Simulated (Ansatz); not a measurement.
### Question
MgB₂ in space group P6/mmm (No. 191; Mg on 1a, B on 2d) is relaxed with plane-wave PAW PBEsol (Ansatz code). What lattice parameters of the conventional cell result?

### Answer
a = 3.060 Å, c = 3.509 Å.

### Question
Is it a metal or does it have a gap at this level?

### Answer
No gap at this level.

Symmetry was held in the PBEsol relaxation; of distortions, only those at the zone centre were tested.

Potentials: the later of the program's two PAW sets.
